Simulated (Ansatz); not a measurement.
# Structure relaxation, PbSe

The start is a generated cell, PbSe placed in the tenorite structure type. Cell shape, volume and atoms are optimised at zero target pressure with PBE (plane waves to 420 eV, PAW, scalar-relativistic; Ansatz, an electronic-structure program). The first steps use a coarse 5×5×3 k-mesh.

Starting cell:
```yaml
crystal:
  lattice:
    - [3.77861, -2.76136, 0.00000]
    - [3.77861, 2.76136, 0.00000]
    - [-1.37150, 0.00000, 8.16075]
  atoms:
    - { symbol: Pb, position: [0.00000, 0.50000, 0.00000] }
    - { symbol: Pb, position: [0.50000, 0.00000, 0.50000] }
    - { symbol: Se, position: [0.58160, 0.41840, 0.25000] }
    - { symbol: Se, position: [0.41840, 0.58160, 0.75000] }
```

Task: What symmetry does the relaxed structure have?

Result: The space group goes from C2/c (No. 15) to Fm-3m (No. 225); the end is rock salt type, with 2 atoms in the primitive cell.

Task: How much energy is released per atom?

Result: 0.43 eV/atom.

Task: How do the shortest distances between atoms change?

Result: The closest pairs of elements (up to four, under 3.6 Å), start → end: Pb–Se 3.15 → 3.11 Å.

Task: What band gap does the relaxed structure have at this level?

Result: 0.44 eV, direct at L (no spin-orbit coupling).

Final values are on a 9×9×9 k-mesh of the relaxed cell. No spin polarisation in the result. Without spin-orbit coupling the bands of the heavy element are not split, so the gap can be far off.

The run could not lose the symmetry of its start.
